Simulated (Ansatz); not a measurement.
Level of theory: DFT PBE, scalar-relativistic, plane waves, PAW in Ansatz 0.2.0. All cells share a 420 eV cutoff and Γ-centred k meshes spaced at most about 0.3 Å⁻¹ (about 0.25 or finer for metals, 2π included). No spin polarisation in the final relaxations.

These are static total energies at zero pressure.

Two relaxed structures of HfTi₄Si:

A.

```
Hf Ti Si
1.0
     0.00000    3.75050    3.75050
     3.75050    0.00000    3.75050
     3.75050    3.75050    0.00000
Hf Ti Si
1 4 1
Direct
  0.00000 0.00000 0.00000
  0.37211 0.37211 0.37211
  0.88366 0.37211 0.37211
  0.37211 0.37211 0.88366
  0.37211 0.88366 0.37211
  0.75000 0.75000 0.75000
```

B.

```
Hf Ti Si
1.0
     6.31439    0.00000    0.00000
     0.00000    6.31439    0.00000
     0.00000    0.00000    2.92020
Hf Ti Si
1 4 1
Direct
  0.00000 0.00000 0.50000
  0.17636 0.50000 0.50000
  0.82364 0.50000 0.50000
  0.50000 0.17636 0.50000
  0.50000 0.82364 0.50000
  0.50000 0.50000 0.00000
```

Problem. Which form is favoured at zero pressure, and by what margin per atom?

Solution. A is lower, by 0.32 eV/atom. A has space group F-43m (No. 216), 17.6 Å³/atom and no gap on its mesh; B has space group P4/mmm (No. 123), 19.4 Å³/atom and no gap. Counting Hf or Ti atoms around Si (for each partner element, those within 1.25 times its shortest distance or 1.15 times the sum of covalent radii, where it is the nearest in units of that sum or under 1.3), A has Si 16 and B has Si 8. The denser one is the lower, and pressure would at first widen the difference. Even the lower one lies +0.17 eV/atom against the reference forms of the elements (uncorrected), so neither is stable at this level. In A, Hf has 12 Ti at 3.10 Å and 4 Si at 3.25 Å; around Ti lie 6 Ti at 2.59–2.71 Å, 3 Hf at 3.10 Å and 3 Si at 3.12 Å; Si is surrounded by 12 Ti at 3.12 Å and 4 Hf at 3.25 Å. In B, Hf has 2 Hf at 2.92 Å and 8 Ti at 3.35 Å; Ti has 1 Ti at 2.23 Å, 2 Si at 2.51 Å, 4 Ti at 2.89–2.92 Å and 2 Hf at 3.35 Å; around Si lie 8 Ti at 2.51 Å and 2 Si at 2.92 Å. Both come from invented guesses. A third cell relaxed alike, in P6/mmm, lies 0.34 eV/atom below the lower of the two.

Spin–orbit coupling, which can matter for Hf, is left out. A magnetic state wasn't ruled out in cells without spin, among them F-43m, P4/mmm. Cells relaxed within their symmetry can be saddle points.
